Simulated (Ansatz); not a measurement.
Here is the system:

TiB₂:
```xyz
3
Lattice="2.9935 0.0000 0.0000 -1.4968 2.5925 0.0000 0.0000 0.0000 3.1603" Properties=species:S:1:pos:R:3 pbc="T T T"
Ti     0.0000     0.0000     0.0000
B      0.0000     1.7283     1.5801
B      1.4968     0.8642     1.5801
```

This is the LDA-relaxed structure.

All from the program Ansatz at the LDA level (PAW), unless another level is named. Predict the Poisson's ratio.

0.12.

And the zero-point energy?

105.7 meV/atom.

And the vibrational entropy at 300 K?

8.9 J/(K·mol of atoms).

Space group P6/mmm. Symmetry was held in the LDA relaxation; phonons on a q-mesh show no instability. No spin polarisation was allowed.

Potentials: the later of the program's two PAW sets.
